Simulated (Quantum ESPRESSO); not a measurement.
Field gradients of Al₂O₃ from PBE PAW (JTH datasets; density from pw.x of a modified build of Quantum ESPRESSO, gradients reconstructed from it by a script), 22.5 Ha, k-mesh 6×6×6 through Γ:

```yaml
crystal:
  lattice:
    - [2.40251, 1.38709, 4.37208]
    - [-2.40251, 1.38709, 4.37208]
    - [0.00000, -2.77419, 4.37208]
  atoms:
    - { symbol: Al, position: [0.14790, 0.14790, 0.14790] }
    - { symbol: Al, position: [0.85210, 0.85210, 0.85210] }
    - { symbol: Al, position: [0.35210, 0.35210, 0.35210] }
    - { symbol: Al, position: [0.64790, 0.64790, 0.64790] }
    - { symbol: O, position: [0.94386, 0.55614, 0.25000] }
    - { symbol: O, position: [0.05614, 0.44386, 0.75000] }
    - { symbol: O, position: [0.25000, 0.94386, 0.55614] }
    - { symbol: O, position: [0.75000, 0.05614, 0.44386] }
    - { symbol: O, position: [0.55614, 0.25000, 0.94386] }
    - { symbol: O, position: [0.44386, 0.75000, 0.05614] }
```
Geometry: a computed entry of the Materials Project; it was not checked against measured cells. It is Al2O3 in R-3c. Stability against distortions was not tested.

Vzz is the sum of three terms, each taken along its main axis: the smooth valence density, the ions (nucleus and frozen core) with the augmentation charges of all other spheres, and the all-electron minus smooth density in the atom's own sphere. The split hangs on the datasets.  Cores are frozen. Against all-electron runs on small test molecules, this scheme's |Vzz| missed by −7 % on Al, −2 to +6 % on O.

```
site                         smooth valence density  ions and other spheres  own sphere  Vzz (a.u.)
---------------------------  ----------------------  ----------------------  ----------  ----------
Al (atoms 1, 2, 3, 4)                         0.040                  -0.033         ___         ___
O (atoms 5, 6, 7, 8, 9, 10)                   0.064                  -0.163         ___         ___
```

Q: Some entries are withheld; supply them.

A: 
- Al (atoms 1, 2, 3, 4), own sphere: 0.051
- Al (atoms 1, 2, 3, 4), Vzz (a.u.): 0.057
- O (atoms 5, 6, 7, 8, 9, 10), own sphere: -0.306
- O (atoms 5, 6, 7, 8, 9, 10), Vzz (a.u.): -0.404
